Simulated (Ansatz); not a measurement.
This cell of CsSnI$_{3}$ (cubic perovskite) is off equilibrium:

```xyz
5
Lattice="6.2251 0.0000 0.0000 0.0000 6.2251 0.0000 0.0000 0.0000 6.2251" Properties=species:S:1:pos:R:3 pbc="T T T"
Cs     0.1760     0.0000     0.0000
Sn     3.1126     3.1126     3.1126
I      0.0000     3.1126     3.1126
I      3.1126     3.1126     0.0000
I      3.1126     0.0000     3.1126
```

Calculation: r2SCAN (plane waves to 500 eV, PAW, scalar-relativistic; Ansatz, a quantum-chemistry and plane-wave program). k mesh 5×5×5 (Γ-centred), Fermi-Dirac smearing 0.05 eV. Energies are smeared free energies. Compression counts positive. On this mesh the relaxed cell isn't quite at rest: it carries a pressure of -0.1 GPa (compression positive) at the zero of the scan. CsSnI3 was relaxed with its symmetry unable to fall. Spin-orbit coupling is left out, though I is heavy. The PAW data are Ansatz's earlier set. This is a high-temperature form of CsSnI3.

**Question.** Predict the force on every atom, in eV/Å.

**Answer.** 
```json
[
 {"atom": "Cs1", "Fx": "-0.023", "Fy": "0.000", "Fz": "0.000"},
 {"atom": "Sn2", "Fx": "0.010", "Fy": "0.000", "Fz": "0.000"},
 {"atom": "I3", "Fx": "0.009", "Fy": "0.000", "Fz": "0.000"},
 {"atom": "I4", "Fx": "0.002", "Fy": "0.000", "Fz": "0.000"},
 {"atom": "I5", "Fx": "0.002", "Fy": "0.000", "Fz": "0.000"}
]
```

**Question.** In it atom 1 sits (0.176, 0.000, 0.000) Å away from its relaxed site. What is its energy relative to the relaxed cell?

**Answer.** 2.0 meV/cell.

(For displaced atoms, the force is minus the slope of the energy, and its curvature is a force constant, which sets phonon frequencies.)
